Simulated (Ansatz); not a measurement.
# W₃N₄: a faulty run and its cure

Intended: W₃N₄, PBE, plane waves and PAW in Ansatz. The input:

```yaml
crystal:
  lattice:
    - [4.122, 0.0, 0.0]
    - [0.0, 4.122, 0.0]
    - [0.0, 0.0, 4.122]
  atoms:
    - { symbol: W, position: [0.5, 0.5, 0.0] }
    - { symbol: W, position: [0.0, 0.5, 0.5] }
    - { symbol: W, position: [0.5, 0.0, 0.5] }
    - { symbol: "N", position: [0.5, 0.5, 0.5] }
    - { symbol: "N", position: [0.5, 0.0, 0.0] }
    - { symbol: "N", position: [0.0, 0.5, 0.0] }
    - { symbol: "N", position: [0.0, 0.0, 0.5] }
basis:
  ecutwfc: 130
kpoints:
  mp_grid: { grid: [10, 10, 10] }
hamiltonian:
  xc: pbe
scf:
  occupations: { method: gaussian, width: 0.1 }
  max_iter: 72
output:
  forces: true
  stress: true
  eigenvalues: true
```

Command:

```bash
ansatz run input.yaml --threads 2 --pin off --max-ram 5120MiB --backend cpu --events-out ev --progress --plain --runs-dir out
```

From the log (HF is the Harris–Foulkes energy, dr2 the density residual in eV):

```text
Warning: basis.ecutwfc = 130 eV is below the records' recommended 420 eV, and the density's cutoff is lower with it unless basis.ecutrho_ratio is high enough to keep the records' density cutoff: compare with a run at a higher cutoff
Pseudopotential: W, paw, valence charge 14, recommended cutoff 420 eV (normal)
Pseudopotential: N, paw, valence charge 5, recommended cutoff 420 eV (normal)
Crystal: 7 atoms, lattice volume = 70.036 Å³
Basis set: ecut = 130 eV, 251 PW (Γ), exchange–correlation on 32×32×32 points (8 copies of the dense FFT grid, shifted against one another)
Bands: 38, of which v1, the nominal top of the filled ones, is band 31 counted from 1 (30 counted from 0)
Symmetry: 48 space group operations
Space group: Pm-3m (ITA 221), of the structure as read, at distance tolerance 4.1e-5 Å
k-points: 56 of 1000
Initial density: superposition of atomic densities, corrected by the library's trained network
SCF iter   1: HF=-32547.685591 eV  Δρ=3.17e-1  dr2=3.88e1
SCF iter   2: HF=-32526.197587 eV  Δρ=6.44e-2  dr2=2.57e0
SCF iter   3: HF=-32525.188216 eV  Δρ=1.02e-2  dr2=9.58e-2
SCF iter   4: HF=-32525.163853 eV  Δρ=1.94e-3  dr2=2.35e-3
   ...
SCF iter   8: HF=-32525.144151 eV  Δρ=3.69e-4  dr2=9.77e-5
SCF iter   9: HF=-32525.144134 eV  Δρ=2.12e-4  dr2=3.20e-5
SCF iter  10: F=-32525.144125 eV  HF=-32525.144125 eV  Δρ=2.22e-6  dr2=1.94e-9
SCF 1 converged in 10 iterations: F = -32525.144125 eV  dr2 = 1.94e-9
SCF converged after 10 iterations
Free energy (F): -32525.144125 eV
E sigma→0 (E₀):  -32525.136934 eV
Entropy (-TS):   -0.014383 eV (-2.055 meV/atom)
Fermi energy:    22.009585 eV
--- Forces (eV/Å), atoms counted from 1 ---
  atom   1  W      0.00000000    -0.00000000     0.00000000
  atom   2  W      0.00000000     0.00000000     0.00000000
  atom   3  W      0.00000000    -0.00000000     0.00000000
  atom   4  N      0.00000000     0.00000000     0.00000000
  atom   5  N     -0.00000000    -0.00000000    -0.00000000
  atom   6  N      0.00000000     0.00000000     0.00000000
  atom   7  N      0.00000000     0.00000000    -0.00000000
--- Stress (GPa, compression-positive) ---
       72.802212       0.000000       0.000000
       -0.000000      72.802212       0.000000
       -0.000000       0.000000      72.802212
  P = ⅓ Tr σ = 72.8022 GPa (728.022 kbar)
```

Task: The run converged, but its numbers aren't those of the intended crystal and state. Why?

Result: The fault is a cutoff far under the potentials' need. The plane waves can't represent the pseudo-wavefunctions. The cure is the recommended cutoff.

Fix (which also takes the iteration limit of the reference run):

```diff
 basis:
-  ecutwfc: 130
+  ecutwfc: 420
 scf:
-  max_iter: 72
```

Result of the mended run: a pressure of 27.02 GPa, no gap. The faulty run's energy lay 23.62 eV per atom higher.

Time of the mended run: 10 s on 2 threads of Arm Neoverse N1 (shared host), peak memory 0.4 GiB.